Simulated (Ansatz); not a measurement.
A trial cell of Al5GaP6, before relaxation:

```yaml
crystal:
  lattice:
    - [3.71113, 0.00000, 0.00000]
    - [0.00000, 3.71113, 0.00000]
    - [0.00000, 0.00000, 15.74498]
  atoms:
    - { symbol: Al, position: [0.50000, 0.50000, 0.83333] }
    - { symbol: Al, position: [0.00000, 0.00000, 0.66667] }
    - { symbol: Al, position: [0.50000, 0.50000, 0.50000] }
    - { symbol: Al, position: [0.00000, 0.00000, 0.33333] }
    - { symbol: Al, position: [0.50000, 0.50000, 0.16667] }
    - { symbol: Ga, position: [0.00000, 0.00000, 0.00000] }
    - { symbol: P, position: [0.50000, 0.00000, 0.75000] }
    - { symbol: P, position: [0.00000, 0.50000, 0.58333] }
    - { symbol: P, position: [0.50000, 0.00000, 0.41667] }
    - { symbol: P, position: [0.00000, 0.50000, 0.25000] }
    - { symbol: P, position: [0.50000, 0.00000, 0.08333] }
    - { symbol: P, position: [0.00000, 0.50000, 0.91667] }
```

All numbers below come from Ansatz, DFT PBE, scalar-relativistic, plane waves, PAW. Cutoff 420 eV, Gaussian smearing, Γ-centred meshes. Cell and atoms relax first on a coarse mesh and then on a converged one. In between, the cell is made exact in the group found at 0.06 Å. The steps can't lower the symmetry of their start. No spin polarisation.

A guess keeps its type if space group and coordination stay and the shape of the cell changes little (axis ratios within about 15 %, angles within 6°); the volume may change.

Task: Does this structure survive the relaxation?

Result: It keeps its type. The symmetry stays P-4m2 (No. 115). The volume per atom grows by 15.5 %, from 18.1 to 20.9 Å³. The shortest distance goes from 2.27 Å (Al–P and Ga–P) to 2.38 Å (Al–P). The ratio c/a of the conventional cell changes by a factor of 1.00. Counting neighbours within 15 % of an atom's shortest distance, the start has Al 4, Ga 4, P 4 and the end Al 4, Ga 4, P 4.

The zero of energy is the elements' standard structures at the same level; no fitted shifts are applied. The references include black phosphorus.

Task: At what energy does it end?

Result: −0.599 eV/atom. A negative formation energy is needed for stability but isn't enough: competing phases decide.

The last run used an 8×8×2 mesh (in the run's order of axes) for its 12-atom cell and Gaussian smearing of 0.02 eV. The reference form of P is held partly by dispersion forces, which this level lacks. A structure relaxed within its symmetry needn't be a true minimum.
